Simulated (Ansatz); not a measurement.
Mg in space group Fd-3m (No. 227; Mg on 8a, Mg on 16d) at seven volumes, r²SCAN in the plane-wave PAW code Ansatz, scaled uniformly. One row is withheld.

```csv
V (Å³/atom),P (GPa)
21.295,4.26
21.997,?
22.699,1.21
23.401,-0.01
24.103,-1.06
24.805,-1.97
25.507,-2.75
```

Q: Fit the shown pressures and predict the withheld one.

A: Third-order Birch–Murnaghan: P = (3/2)B₀(x^(7/2) − x^(5/2))[1 + (3/4)(B′ − 4)(x − 1)] with x = (V₀/V)^(2/3). Least squares on the six rows gives V₀ = 23.395 Å³/atom, B₀ = 37.70 GPa, B′ = 3.91. At V = 21.997, x = 1.0419 and P = 2.62 GPa. The run itself gave 2.62 GPa.

The start of the workflow was typed in or built on a structure type; neither database checked (COD, Materials Project) lists it. It is not the phase usual at ambient conditions (space group No. 194). Symmetry was held in the r²SCAN relaxation; whether a distortion lowers the energy is not shown.

Potentials: the later of the program's two PAW sets.
